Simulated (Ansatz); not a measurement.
ZrSi (rock salt), relaxed with PBE (Ansatz, a first-principles code, plane waves, PAW): a = b = c = 5.3966 Å, α = β = γ = 90.00°.

- B₀ by P(V) fit (GPa) = 113

Q: The same phase is relaxed and computed with HSE06 in the same code. What are the cell and these values now?

A: a = b = c = 5.376 Å, α = β = γ = 90.00°.

- B₀ by P(V) fit (GPa) = 118

Constructed cells (a structure type filled with these elements, in neither database checked): ZrSi, rock salt. All cells were relaxed under the symmetry of their starts (and spin orders); stability against distortions was not tested throughout. Rows with no word on spin ran without spin polarisation. Spin–orbit coupling is left out wherever it is not named.

Potentials: the later of the program's two PAW sets.

Ansatz is a plane-wave DFT program.
